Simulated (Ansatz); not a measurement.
Relaxed-ion elastic tensor of SiO2 in space group P3_121 (No. 152; O on 6c, Si on 3a) in GPa (Voigt order), plane-wave PAW LDA (Ansatz code); density 2.72 g/cm³, 12.23 Å³ per atom.

|  | 1 | 2 | 3 | 4 | 5 | 6 |
|---|---|---|---|---|---|---|
| 1 | 75.3 | 11.3 | 10.3 | -17.1 | 0.0 | 0.0 |
| 2 | 11.3 | 75.3 | 10.3 | 17.1 | 0.0 | 0.0 |
| 3 | 10.3 | 10.3 | 99.9 | 0.0 | 0.0 | 0.0 |
| 4 | -17.1 | 17.1 | 0.0 | 53.4 | 0.0 | 0.0 |
| 5 | 0.0 | 0.0 | 0.0 | 0.0 | 53.4 | -17.1 |
| 6 | 0.0 | 0.0 | 0.0 | 0.0 | -17.1 | 32.0 |

**Question.** Is the crystal mechanically stable?

**Answer.** Yes: the smallest eigenvalue of C is 22.5 GPa.

**Question.** Work out the Voigt, Reuss and Hill averages.

**Answer.** K_V = 34.9, K_R = 34.4, K_H = 34.7; G_V = 42.3, G_R = 34.4, G_H = 38.3 GPa.

**Question.** Give Young's modulus, Poisson's ratio, Pugh's ratio and the universal anisotropy index.

**Answer.** E = 9KG/(3K + G) = 84.0 GPa; ν = 0.10; K/G = 0.90 (brittle by the Pugh limit of 1.75); A_U = 5G_V/G_R + K_V/K_R − 6 = 1.18.

**Question.** Estimate the sound speeds and the Debye temperature.

**Answer.** v_l = √((K + 4G/3)/ρ) = 5620 m/s, v_t = √(G/ρ) = 3750 m/s, mean 4100 m/s; Θ = (h/k)(3n/4πV)^(1/3) v_m = 530 K.

**Question.** How much does each axis shrink under pressure?

**Answer.** Linear compressibilities β_i = Σ_j S_ij (j = 1 to 3): x 11, y 11, z 7.8 per TPa.

The LDA relaxation kept the symmetry of its start; phonons on a q-mesh show no instability.

Potentials: the later of the program's two PAW sets.
